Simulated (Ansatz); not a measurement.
## Map of one atom of the cell for AgCl (rock salt)

AgCl (rock salt)

```yaml
crystal:
  lattice:
    - [0.00000, 5.54504, 5.54504]
    - [2.77252, 0.00000, 2.77252]
    - [2.77252, 2.77252, 0.00000]
  atoms:
    - { symbol: Cl, position: [0.00000, 0.00000, 0.00000] }
    - { symbol: Cl, position: [0.50000, 0.00000, 0.00000] }
    - { symbol: Ag, position: [0.25000, 0.50000, 0.50000] }
    - { symbol: Ag, position: [0.75000, 0.50000, 0.50000] }
```

In this cell atom 1 (Cl, nearest neighbour Ag at 2.773 Å; its periodic images, 3.9 Å or more away, move with it) is moved by u·(1.000, 0.000, 0.000) + v·(0.000, 0.000, 1.000); the rest is frozen.

These are r2SCAN (plane waves to 500 eV, PAW, scalar-relativistic; Ansatz, a first-principles code) values and carry that method's errors. k mesh 4×8×8 (Γ-centred), Fermi-Dirac smearing 0.05 eV. The energy includes the smearing's −TS. Fu and Fv are the components of the force on the atom. AgCl was relaxed with its symmetry unable to fall. The zero of ΔE is the undisplaced structure. Axes are in Å.

ΔE (meV/cell), with u across and v down:

| v \ u | -0.690 | -0.345 | 0.000 | 0.345 | 0.690 |
|---|---|---|---|---|---|
| -0.690 | 948 | 846 | 1060 | 1177 | 1607 |
| -0.345 | 846 | 152 | 135 | 323 | 1177 |
| 0.000 | 1060 | 135 | 0 | 135 | 1060 |
| 0.345 | 1177 | 323 | 135 | 152 | 846 |
| 0.690 | 1607 | 1177 | 1060 | 846 | 948 |

Fu (eV/Å), with u across and v down:

```csv
v \ u,-0.690,-0.345,0.000,0.345,0.690
-0.690,1.85,-0.57,-0.48,-0.38,-2.83
-0.345,4.40,0.55,-0.25,-1.03,-4.85
0.000,5.43,0.99,0.00,-0.99,-5.43
0.345,4.85,1.03,0.25,-0.55,-4.40
0.690,2.83,0.38,0.48,0.57,-1.85
```

What the scan shows:

```
Property                                                                                                              Result
------------------------------------------------------  --------------------------------------------------------------------
Lowest place on the grid                                                               u = 0.000 Å, v = 0.000 Å (0 meV/cell)
Highest place on the grid, met at several equal points  u = 0.690 Å, v = -0.690 Å; u = -0.690 Å, v = 0.690 Å (1607 meV/cell)
```

The 25 points together took about 19 core-minutes (a rough figure).

(For displaced atoms, the force is minus the slope of the energy, and its curvature is a force constant, which sets phonon frequencies.)
